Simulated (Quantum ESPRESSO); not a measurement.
```cif
data_S4Zn4
_chemical_formula_sum 'S4 Zn4'
_space_group_name_H-M_alt 'F-43m'
_space_group_IT_number 216
_space_group_name_Hall 'F -4 2 3'
_cell_length_a 5.35557
_cell_length_b 5.35557
_cell_length_c 5.35557
_cell_angle_alpha 90.000
_cell_angle_beta 90.000
_cell_angle_gamma 90.000
loop_
_atom_site_label
_atom_site_type_symbol
_atom_site_symmetry_multiplicity
_atom_site_Wyckoff_symbol
_atom_site_fract_x
_atom_site_fract_y
_atom_site_fract_z
_atom_site_occupancy
S1 S 4 c 0.25000 0.25000 0.25000 1
Zn1 Zn 4 a 0.00000 0.00000 0.00000 1
```
(The calculation used a cell of 2 atoms; values per cell refer to that cell.)

Cell and atoms were relaxed with PBEsol from Materials Project entry mp-10695, within its symmetry.

**Question.** What does PBEsol (Quantum ESPRESSO, PseudoDojo norm-conserving, 84 Ry, scalar-relativistic) give for the electronic structure near the Fermi level?

**Answer.** The PBEsol gap is direct, 2.09 eV at Γ.
